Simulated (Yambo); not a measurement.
Yambo run on Cs$_{2}$KScF$_{6}$ (space group Fm-3m, No. 225). The wavefunctions come from this Quantum ESPRESSO step (LDA, PseudoDojo standard norm-conserving files, scalar-relativistic):

```
&CONTROL
  calculation = 'nscf'
  pseudo_dir = './pseudo'
  outdir = './out'
/
&SYSTEM
  ibrav = 0
  nat = 10
  ntyp = 4
  ecutwfc = 84.0
  ecutrho = 336.0
  occupations = 'fixed'
  force_symmorphic = .true.
  nbnd = 380
/
&ELECTRONS
  conv_thr = 1e-08
  diago_full_acc = .true.
  diago_thr_init = 1e-08
/
ATOMIC_SPECIES
F 18.9984 F.upf
K 39.0983 K.upf
Sc 44.9559 Sc.upf
Cs 132.9055 Cs.upf
CELL_PARAMETERS angstrom
  0.000000000000   4.665085000000   4.665085000000
  4.665085000000   0.000000000000   4.665085000000
  4.665085000000   4.665085000000   0.000000000000
ATOMIC_POSITIONS crystal
F   0.780770000000   0.219230000000   0.219230000000
F   0.219230000000   0.780770000000   0.780770000000
F   0.219230000000   0.780770000000   0.219230000000
F   0.780770000000   0.219230000000   0.780770000000
F   0.219230000000   0.219230000000   0.780770000000
F   0.780770000000   0.780770000000   0.219230000000
K   0.500000000000   0.500000000000   0.500000000000
Sc   0.000000000000   0.000000000000   0.000000000000
Cs   0.250000000000   0.250000000000   0.250000000000
Cs   0.750000000000   0.750000000000   0.750000000000
K_POINTS automatic
2 2 2 0 0 0
```

Yambo input:

```
rim_cut
gw0
dyson
el_el_corr
HF_and_locXC
ppa
em1d
RandQpts= 1000000
RandGvec= 1 Ry
EXXRLvcs= 84 Ry
VXCRLvcs= 336 Ry
Chimod= "HARTREE"
% BndsRnXp
 2 | 377 |
%
NGsBlkXp= 8 Ry
% LongDrXp
 1.0 | 1.0 | 1.0 |
%
PPAPntXp= 27.2114 eV
% GbndRnge
 1 | 377 |
%
GTermKind= "BG"
DysSolver= "n"
ExtendOut
% QPkrange
 1 | 1 | 40 | 41 |
 2 | 2 | 40 | 41 |
 3 | 3 | 40 | 41 |
%
```

k points by index: 1 = Γ, 2 = L, 3 = X.

Resulting energies as the program prints them:

```
#    K-point    Band    Eo [eV]    E [eV]    E-Eo [eV]    Vxc [eV]    Vnlxc [eV]    Sc|Eo [eV]    Sc|E [eV]    dSc/dw|Eo [eV]    Re(Z)    Im(Z)
#
    1    40    0.000000    -2.181077    -2.181077    -22.01086    -29.79445    5.035495    5.602509    -7.073260    0.793685    -0.001984
    1    41    6.484639    7.886632    1.401993    -8.769430    -4.107687    -3.081424    -3.259750    -3.460970    0.887163    -0.683811E-3
    2    40    -0.070909    -2.255708    -2.184799    -21.70970    -29.41284    4.953413    5.518333    -7.035002    0.794571    -0.002215
    2    41    7.023436    9.948455    2.925018    -18.49176    -10.33534    -4.604401    -5.231407    -5.832181    0.823492    -0.002614
    3    40    -0.007912    -2.185477    -2.177565    -21.97932    -29.75213    5.029017    5.595243    -7.074770    0.793650    -0.002048
    3    41    6.972165    9.904579    2.932414    -18.01275    -9.770687    -4.691809    -5.309651    -5.732514    0.825985    -0.002418
```
(The two width columns are left out.) Convergence of these settings isn't established.

Geometry of the Materials Project entry, not relaxed at this level.

The structure is a Materials Project entry; no match was found in the copy of COD used, and its stability was not checked.
